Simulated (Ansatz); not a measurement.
Relaxation of a relaxed SiS2 cell shaken by Gaussian noise of σ = 0.08 Å a coordinate; 12 atoms in the cell, which starts as P1 (No. 1), aP12; a = b = c = 5.727 Å, α = β = γ = 90.00°. Calculation: r2SCAN (plane waves to 500 eV, PAW, scalar-relativistic; Ansatz, a quantum-chemistry and plane-wave program). Γ-centred k-mesh 5×5×5 on the run's cell, Fermi–Dirac smearing 0.05 eV. 

The optimiser's lines from the output (shortened; P is positive under compression):

```
relax step   1: F+E_penalty+E_count = -9804.18409479 eV  Δ(F+E_penalty+E_count) = +0.000e0 eV  max|allowed force component| = 1.781e0 eV/Å  Δτ_max = 0.0000 Å  P = +2.057 GPa  Ω = 187.850 Å³  (7 SCF iters, dr2 threshold 1.00e-7 eV, accepted)
relax step   2: F+E_penalty+E_count = -9804.63502407 eV  Δ(F+E_penalty+E_count) = -4.509e-1 eV  max|allowed force component| = 9.272e-1 eV/Å  Δτ_max = 0.1954 Å  P = +0.297 GPa  Ω = 189.075 Å³  (6 SCF iters, dr2 threshold 1.20e-6 eV, accepted)
relax step   3: F+E_penalty+E_count = -9804.88442110 eV  Δ(F+E_penalty+E_count) = -2.494e-1 eV  max|allowed force component| = 3.292e-2 eV/Å  Δτ_max = 0.1489 Å  P = -0.323 GPa  Ω = 188.396 Å³  (6 SCF iters, dr2 threshold 1.20e-6 eV, accepted)
relax step   4: F+E_penalty+E_count = -9804.88503942 eV  Δ(F+E_penalty+E_count) = -6.183e-4 eV  max|allowed force component| = 7.852e-3 eV/Å  Δτ_max = 0.0095 Å  P = +0.507 GPa  Ω = 187.008 Å³  (4 SCF iters, dr2 threshold 8.74e-7 eV, accepted)
relax step   5: F+E_penalty+E_count = -9804.88631736 eV  Δ(F+E_penalty+E_count) = -1.278e-3 eV  max|allowed force component| = 1.915e-3 eV/Å  Δτ_max = 0.0017 Å  P = +0.009 GPa  Ω = 187.824 Å³  (4 SCF iters, dr2 threshold 6.93e-7 eV, accepted)
relax step   6: F+E_penalty+E_count = -9804.88631757 eV  Δ(F+E_penalty+E_count) = -2.103e-7 eV  max|allowed force component| = 1.921e-3 eV/Å  Δτ_max = 0.0000 Å  P = +0.009 GPa  Ω = 187.824 Å³  stress off target by 1.48e-2 GPa  SCF on the basis re-selected at this cell (its energy is not comparable with the rows above)  (5 SCF iters)
```

From the first to the last row the energy changes by -0.06 eV/atom and the volume by 0.0 %. The last row is marked as not comparable with the walk above it, whose basis was carried along; it does compare with step 1, since both stand on a basis selected at the nominal cutoff for their own cell.

 The final structure: Pa-3 (No. 205), cP12; a = b = c = 5.727 Å, α = β = γ = 90.00°. No spin polarisation in the result.

The relaxed structure here is a generated cell of SiS2: the first start was made by placing the elements on the sites of a structure type, and the end was not matched to a known phase here, so it may be hypothetical.
